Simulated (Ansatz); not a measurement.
## A trial form of In3As

Theory: DFT PBE, scalar-relativistic, plane waves, PAW in Ansatz. Cutoff 420 eV, Gaussian smearing, Γ-centred meshes. Cell and atoms relax first on a coarse mesh and then on a finer one. In between, the cell is made exact in the group found at 0.06 Å. In metals the finer mesh still leaves noise of several meV/atom or more. The steps can't lower the symmetry of their start. No spin polarisation.

A trial structure of In3As was built thus: random cell by space group and Wyckoff sites (Im-3m, No. 229). Its size is a rough estimate.

```cif
data_structure
_symmetry_space_group_name_H-M 'Im-3m'
_symmetry_Int_Tables_number 229
_cell_length_a 6.2083
_cell_length_b 6.2083
_cell_length_c 6.2083
_cell_angle_alpha 90.000
_cell_angle_beta 90.000
_cell_angle_gamma 90.000
_cell_volume 239.29
loop_
_atom_site_label
_atom_site_type_symbol
_atom_site_symmetry_multiplicity
_atom_site_Wyckoff_symbol
_atom_site_fract_x
_atom_site_fract_y
_atom_site_fract_z
_atom_site_occupancy
In1 In 6 b 0.50000 0.00000 0.00000 1
As1 As 2 a 0.00000 0.00000 0.00000 1
```

The zero of energy is the elements' standard structures at the same level; no fitted shifts are applied.

Q: Which structure results?

A: The symmetry stays Im-3m (No. 229). The volume per atom shrinks by 10.9 %, from 29.9 to 26.7 Å³. The shortest distance goes from 3.10 Å (In–As and In–In) to 2.99 Å (In–As and In–In). Conventional cell: a = 5.975 Å. In has 2 As at 2.99 Å and 4 In at 2.99 Å; As has 6 In at 2.99 Å.

```yaml
crystal:
  lattice:
    - [-2.98754, 2.98754, 2.98754]
    - [2.98754, -2.98754, 2.98754]
    - [2.98754, 2.98754, -2.98754]
  atoms:
    - { symbol: In, position: [0.00000, 0.50000, 0.50000] }
    - { symbol: In, position: [0.50000, 0.00000, 0.50000] }
    - { symbol: In, position: [0.50000, 0.50000, 0.00000] }
    - { symbol: As, position: [0.00000, 0.00000, 0.00000] }
```

Q: Give its energy and gap.

A: The energy over the elements is +0.11 eV/atom. The gap on the 12×12×12 mesh of the 4-atom cell is 0 eV (a metal).

It can't be a ground state, since the elements alone are lower.

The last run used Gaussian smearing of 0.10 eV. The reference form of As is held partly by dispersion forces, which this level lacks. A structure relaxed within its symmetry needn't be a true minimum. In all, the 3 runs took 55 s on 1 thread of Arm Neoverse V2 (shared host). Another cell of In3As relaxed alike, in I4/mmm, lies 30 meV/atom lower, so this cell isn't the stable form at this level.
